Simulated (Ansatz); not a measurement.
# Zr₂Sb₃Ir: relaxation (Ansatz)

Run with:

```bash
ansatz run input.yaml --threads 2 --pin off --max-ram 3584MiB --backend cpu --events-out ev --progress --plain --runs-dir out
```

input.yaml:

```yaml
crystal:
  lattice:
    - [3.918869, 0.0, 0.0]
    - [0.0, 3.918869, 0.0]
    - [0.0, 0.0, 8.588715]
  atoms:
    - { symbol: Sb, position: [0.5, 0.5, 0.0] }
    - { symbol: Ir, position: [0.0, 0.0, 0.0] }
    - { symbol: Zr, position: [0.0, 0.5, 0.734] }
    - { symbol: Zr, position: [0.5, 0.0, 0.266] }
    - { symbol: Sb, position: [0.0, 0.5, 0.382] }
    - { symbol: Sb, position: [0.5, 0.0, 0.618] }
  symmetry: { tolerance: 0.0003 }
kpoints:
  mp_grid: { grid: [9, 9, 4], shift: [0, 0, 0] }
magnetization:
  spin_polarized: false
scf:
  occupations: { method: fermi_dirac, width: 0.0912 }
  lower_state_search: "off"
hamiltonian:
  pseudopotentials: { kind: paw }
  xc: pbesol
basis:
  ecutwfc: 420
  fft_grid_basis: typed
relax:
  max_steps: 40
output:
  forces: true
  stress: true
  eigenvalues: true
  bader: true
  populations: true
  elf: true
  write_potential: true
  volumetric_format: npy
  dos:
    e_range: [-12, 8]
    de: 0.05
    projected: { site_lists: { Ir: [Ir], Sb: [Sb], Zr: [Zr] } }
checkpoint:
  read: saved_state
```

Origin of the cell: a known structure type with other elements, at an estimated volume, so it need not be a known compound.

The saved state is a converged single point of the same cell.

Steps:

```csv
step,ΔF (meV/atom),max force component (eV/Å),SCF iterations,step was
1,0.0,1.192,6,accepted
2,-23.7,0.552,6,accepted
3,-29.5,0.041,6,accepted
4,-29.5,0.004,6,accepted
5,-29.5,0.004,6,accepted
```

Before:

Space group P-4m2 (No. 115); the run's cell has a = 3.919 Å, b = 3.919 Å, c = 8.589 Å, α = 90.00°, β = 90.00°, γ = 90.00°. Shortest distances: Ir–Sb 2.77 Å, Sb–Zr 2.94 Å, Ir–Zr 3.01 Å, Sb–Sb 3.43 Å.

After:

Space group P-4m2 (No. 115); the run's cell has a = 3.919 Å, b = 3.919 Å, c = 8.589 Å, α = 90.00°, β = 90.00°, γ = 90.00°. Shortest distances: Ir–Sb 2.77 Å, Sb–Zr 2.90 Å, Ir–Zr 2.90 Å, Sb–Sb 3.41 Å.

```xyz
6
Lattice="3.9189 0.0000 0.0000 0.0000 3.9189 0.0000 0.0000 0.0000 8.5887" Properties=species:S:1:pos:R:3 pbc="T T T"
Sb    1.9594    1.9594    0.0000
Ir    0.0000    0.0000    0.0000
Zr    0.0000    1.9594    6.4460
Zr    1.9594    0.0000    2.1427
Sb    0.0000    1.9594    3.2970
Sb    1.9594    0.0000    5.2917
```

```
Free energy lowered by  : 29.5 meV/atom
Final pressure          : -2.24 GPa
Relaxation steps listed : 5
```

Caveats: no moments, though an odd count or open d shells may carry them; no spin-orbit coupling, though heavy elements are present; the SCF threshold is looser than advised for a stress; the relaxation held the start's symmetry, so the end may be a saddle point.

The run took 140 s of wall time on 2 CPU thread(s) of a shared host, from a saved density.
